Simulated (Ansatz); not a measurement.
Run on EuMg (Pm-3m) — anisotropy by the force theorem

The calculation used DFT, LDA, all-electron PAW with datasets made for the crystal, scalar-relativistic (Ansatz 0.2.0).

Command: `ansatz run input.yaml --threads 2 --pin off --max-ram 4096MiB --backend cpu --events-out ev --progress --plain --runs-dir out`

```yaml
crystal:
  lattice:
    - [4.04133276, 0.0, 0.0]
    - [0.0, 4.04133276, 0.0]
    - [0.0, 0.0, 4.04133276]
  atoms:
    - { symbol: Eu, position: [0.5, 0.5, 0.5], spin: 6.9 }
    - { symbol: Mg, position: [0.0, 0.0, 0.0] }
magnetization:
  spin_polarized: true
kpoints:
  mp_grid: { grid: [8, 8, 8] }
scf:
  occupations: { method: fermi_dirac, width: 0.05 }
hamiltonian:
  xc: lda
  pseudopotentials: { kind: all_electron, datasets: crystal }
output:
  eigenvalues: false
  eigenstates:
    nscf_kmesh: { grid: [11, 11, 11] }
    top_band: c46
    magnetocrystalline_anisotropy:
      directions:
        - [0.0, 0.0, 1.0]
        - [0.57735027, 0.57735027, 0.57735027]
        - [0.70710678, 0.70710678, 0.0]
```

Output:

```
settings of this run that can trade accuracy for cost: output.eigenvalues: false. Do not mix this run's numbers with those of runs without the same settings; the input reference describes each key
hamiltonian.pseudopotentials.datasets: crystal makes datasets for this crystal and solves the spheres of its atoms anew in each pass: cutoff 290.0 eV, the density's 1160.0 eV; for an error of 0.50 meV an atom under PBE, 1.0 meV for the cell; an energy difference from a run of another recipe may be off by several times the error for the cell, under r2SCAN by more, where some 0.1 meV an atom stays a …
band count auto-derived: 23 (N_el = 27.0; filled up to band 14; 21 by the electrons, moments and atoms)
Engine: ansatz 0.2.0
Pseudopotentials: kind: all_electron
Pseudopotential: Eu, paw, valence charge 17, recommended cutoff 290 eV (normal), crystal/all_electron/lda/scalar/gaussian/Eu, Koelling and Harmon's equation, gaussian nucleus
Pseudopotential: Mg, paw, valence charge 10, recommended cutoff 290 eV (normal), crystal/all_electron/lda/scalar/gaussian/Mg, Koelling and Harmon's equation, gaussian nucleus
Functional definition: SPW92
  exchange = slater_x
  correlation = pw_c
a search for the magnetic state begins, with frozen cores and fixed partial waves. It gives no result and prints no iterations
the search for the magnetic state of this step took 12 SCF iterations with frozen cores. It stayed in its first state, in which the spheres begin
Crystal: 2 atoms, lattice volume = 66.005 Å³
Basis set: ecut = 290 eV, 739 PW (Γ)
Bands: 23, of which v1, the nominal top of the filled ones, is band 14 counted from 1 (13 counted from 0)
Symmetry: 48 space group operations
Space group: Pm-3m (ITA 221), of the structure as read, at distance tolerance 4.0e-5 Å
Magnetic group: BNS 221.92 (UNI 1594), of the structure as read, at distance tolerance 4.0e-5 Å
k-points: 35 of 512
Non-local potential: Eu, projectors of the file, l = 0: 2, l = 1: 2, l = 2: 1, l = 3: 2
Non-local potential: Mg, projectors of the file, l = 0: 3, l = 1: 3
PAW form: soft (Blöchl's): semilocal exchange-correlation on the pseudo side does not see the compensation charge
PAW one-centre angular grid: Eu, 590 points (default); XC on its mesh's 1841 points in the sphere
PAW one-centre angular grid: Mg, 110 points (default); XC on its mesh's 2015 points in the sphere
Initial density: read from a saved state, or passed on in memory by an earlier SCF of this step, an earlier step, the calling program or the single point that the run made first
Starting moments: Σ|m| = 6.9 μB on 1 of 2 sites; this step starts from the density that it was given
[...]
By the cutoff:   a pressure is off by up to 0.029 GPa (6 times that energy over an atom's volume, and 0.004 GPa: a bound that held against runs at twice the plane waves)
Past the cutoffs: a stress includes 0.0091 GPa for waves and charges beyond them
In the spheres:  the bands' charges fall short by 3.8e-6 e at most (sound up to 1e-3)
Fermi energy:    8.416360 eV
--- Per-component energies (eV) ---
  E_band       = -382.755467
  E_kinetic    = 243.284029
  E_local      = -2378.396439  (includes V_loc(G=0)·N_el)
  E_nonlocal   = -680.637729
  E_hartree    = 1133.236172
  E_xc         = -122.663445
  E_vxc        = -159.796253  (∫ρ·V_xc dr)
  E_paw        = -303363.019329  (= ΣΔE_a)
  E_vpaw       = -6993.965014  (= ΣTr[D̂ρ^β])
  E_ewald      = -2452.061893
  E_smearing   = -0.020073  (= −TS)
  E_closure    = 7320.280723  (closes the sum)
  Σ components = -300299.997984   (vs F -300299.997984, Δ=0.00e0)
  The terms above E_closure are by the made datasets' own strengths, without shells solved beside the bands.
--- Band table (eV; the first three rows and the last of 70) ---
  k-point 0 ↑: bands = ["-66.7449", "-34.1660", "-34.1660", "-34.1660", "-32.9157", "-11.6668", "-11.6668", "-11.6668", "3.1772", "8.0232", "8.0232", "8.0232", "8.0359", "8.0359", "8.0359", "8.0708", "8.4373", "8.4373", "12.1541", "12.1541"]
  k-point 1 ↑: bands = ["-66.7449", "-34.1661", "-34.1659", "-34.1659", "-32.9146", "-11.6942", "-11.6645", "-11.6645", "3.3590", "8.0052", "8.0172", "8.0282", "8.0282", "8.0408", "8.0408", "8.0677", "8.3759", "8.5368", "11.4075", "11.4075"]
  k-point 2 ↑: bands = ["-66.7449", "-34.1665", "-34.1659", "-34.1659", "-32.9120", "-11.7594", "-11.6588", "-11.6588", "3.8813", "7.8021", "7.9898", "8.0342", "8.0342", "8.0602", "8.0604", "8.0620", "8.0620", "8.7804", "10.6626", "10.6626"]
  k-point 34 ↓: bands = ["-66.7401", "-34.1600", "-34.1600", "-34.1600", "-29.9723", "-9.6169", "-9.6169", "-9.6169", "7.7742", "7.7742", "7.7742", "9.1551", "12.0352", "12.0352", "12.0352", "12.5984", "12.5984", "12.5984", "12.9012", "12.9214"]
settings of this run that can trade accuracy for cost: output.eigenvalues: false. Do not mix this run's numbers with those of runs without the same settings; the input reference describes each key
```

magnetocrystalline_anisotropy.tsv:

```
# direction_x	direction_y	direction_z	energy_mev	energy_tetrahedra_mev	beyond_first_order_mev	atom_0_mev	atom_1_mev	spread_mev	spread_tetrahedra_mev	orbital_0_along_direction_mub	orbital_1_along_direction_mub
# format = ansatz-magnetocrystalline-anisotropy/3
# nscf_kmesh_grid = 11 11 11
# nscf_kmesh_shift = 0 0 0
# n_bands = 60
# occupation_method = fermi_dirac
# smearing_width_ev = 0.05
# xc_rung = lda
# a1_ang = 4.0413 0 0
# a2_ang = 0 4.0413 0
# a3_ang = 0 0 4.0413
# atom = 0 Eu 0.5 0.5 0.5
# atom = 1 Mg 0 0 0
# kernel_functional = own
# kernel_scale = 1.0393
# goldstone_residual = 0.023429
# bands_end_over_fermi_ev = 34.872
# easy_direction_run = 1
# easy_direction_tetrahedra = 1
0	0	1	0	0	0.038081	0	0	0	0	-0.45387	-0.003789
0.57735	0.57735	0.57735	-0.09014	-0.14094	0.040732	-0.12	-0.0021471	0.49443	1.0007	-0.45622	-0.0040366
0.70711	0.70711	0	-0.059021	0.10022	0.039305	-0.06757	-0.0017764	0.51859	0.71227	-0.45563	-0.0039905
```

Site moments (μB): Eu1 6.90, Mg2 0.06. Cell moment 7.22 μB.

The spread over coarser sub-meshes exceeds the differences between directions, so this mesh may not resolve the easy direction.

The magnetic group in the log treats spin as a scalar label, without spin–orbit coupling.

Without U a semilocal functional puts the f levels too near the Fermi level, which can change moments and the order of magnetic states; site and cell moments are spin moments. With open f shells a run can end in a state that isn't the lowest. The program couldn't verify every level among the many empty bands that the force theorem sums over. These are results for the start and cell typed. The real compound can order otherwise, in a larger cell, or not at all, since semilocal functionals at zero temperature often overstate magnetism.

It took 53 s on 2 threads of Arm Neoverse V1, on a shared host, peak memory 0.88 GiB.
